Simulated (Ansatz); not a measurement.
Input and command of a calculation in Ansatz (plane waves; scalar-relativistic PAW potentials unless the input names others):

```yaml
crystal:
  lattice:
    - [0.0, -2.0419343851, -2.0419343851]
    - [-2.0419343851, 0.0, -2.0419343851]
    - [2.0419343851, 2.0419343851, -4.0838687702]
  atoms:
    - { symbol: Au, position: [0.4911641647, 0.4911641647, 0.5265075059] }
    - { symbol: Au, position: [0.0088358353, 0.0088358353, -0.0265075059] }
basis:
  ecutwfc: 420
  precision: f64
kpoints:
  mp_grid: { grid: [19, 19, 19] }
hamiltonian:
  xc: pbesol
scf:
  occupations: { method: gaussian, width: 0.15 }
  eigensolver: { kind: davidson }
output:
  forces: true
  eigenvalues: true
  stress: true
```

```bash
ansatz run input.yaml --threads 2 --pin off --max-ram 5120MiB --backend cpu --events-out ev --progress --plain --runs-dir out
```

Abridged log:
```
Basis set: ecut = 420 eV, 663 PW (Γ), exchange–correlation on 40×40×72 points (8 copies of the dense FFT grid, shifted against one another)
Bands: 23, of which v1, the nominal top of the filled ones, is band 19 counted from 1 (18 counted from 0)
Symmetry: 12 space group operations
k-points: 670 of 6859
SCF iter   1: F=—  HF=-26013.925359 eV  |F-HF|=—  |Δ(HF+E_count)|=         —  Δρ=6.74e-3  dr2=1.43e-2  ethr=1.77e-3  ⟨swp⟩=7.4  Hψ=62857  notcnv=1
SCF iter   2: F=—  HF=-26013.921993 eV  |F-HF|=—  |Δ(HF+E_count)|=   3.37e-3  Δρ=3.03e-3  dr2=2.65e-3  ethr=3.77e-5  ⟨swp⟩=2.5  Hψ=29016  notcnv=0  defer=18
SCF iter   3: F=—  HF=-26013.921301 eV  |F-HF|=—  |Δ(HF+E_count)|=   6.91e-4  Δρ=6.00e-4  dr2=5.73e-5  ethr=1.50e-7  ⟨swp⟩=2.7  Hψ=63647  notcnv=0  defer=2
SCF iter   4: F=—  HF=-26013.921321 eV  |F-HF|=—  |Δ(HF+E_count)|=   2.01e-5  Δρ=1.20e-4  dr2=2.54e-6  ethr=1.50e-7  ⟨swp⟩=3.0  Hψ=29608  notcnv=0
SCF iter   5: F=-26013.921322 eV  HF=-26013.921322 eV  |F-HF|=5.57e-9  |Δ(HF+E_count)|=   4.12e-7  Δρ=1.85e-5  dr2=9.29e-8  ethr=6.70e-9  ⟨swp⟩=2.2  Hψ=28393  notcnv=0  defer=1
SCF iter   6: F=-26013.921322 eV  HF=-26013.921322 eV  |F-HF|=3.52e-9  |Δ(HF+E_count)|=   2.37e-8  Δρ=5.57e-6  dr2=9.04e-9  ethr=2.44e-10  ⟨swp⟩=3.0  Hψ=37172  notcnv=0
the search or the solves at the SCF's close seem to have found levels that the self-consistency loop had missed (the run counts 1). By its estimate they hold under 1e-12 electrons; where the run keeps them, the occupations were computed again with them
SCF 1 converged in 6 iterations: F = -26013.921322 eV  dr2 = 9.04e-9
  Residual-converged pass: ⟨swp⟩=2.3  Hψ=27725  notcnv=0  max |occ|·‖R‖ = 6.6e-6 eV (tolerance 6.7e-6 eV) dr2=9.16e-9  dr2_onsite=2.82e-10  max |Δocc| = 2.1e-9
SCF converged after 6 iterations
Free energy (F): -26013.921322 eV
Harris-Foulkes:  -26013.921322 eV  (|F-HF|=3.52e-9)
Internal energy: -26013.914469 eV  (E = F + TS)
E sigma→0 (E₀):  -26013.917896 eV
Entropy (-TS):   -0.006853 eV (-3.426 meV/atom)
Fermi energy:    20.535375 eV
--- Forces (eV/Å), atoms counted from 1 ---
  atom   1  Au    -1.36994614    -1.36994614     1.36994614
  atom   2  Au     1.36994614     1.36994614    -1.36994614
--- Stress (GPa, compression-positive) ---
        6.474627       1.511780      -1.511780
        1.511780       6.474627      -1.511780
       -1.511780      -1.511780       6.474627
  P = ⅓ Tr σ = 6.4746 GPa (64.746 kbar)
```

Apart from outputs and empty bands, the input differs from a reference run on usual settings in kpoints.mp_grid.grid: [24, 24, 24] → [19, 19, 19]; scf.eigensolver.kind: not typed → "davidson"; basis.precision: not typed → "f64". The reference, at the same geometry (not necessarily relaxed), gave pressure 6.54 GPa, largest force 2.364 eV/Å, no gap on the mesh. This run converged in 6 SCF iterations (reference: 6) with an energy at zero smearing 1.71 meV/atom above the reference's, pressure 6.47 GPa, largest force 2.373 eV/Å, no gap on the mesh. Its k mesh is looser than usual, and the result moved.

It took 34 s on 2 threads of AMD EPYC (Zen 3), with other jobs on the host, peak memory 0.56 GiB.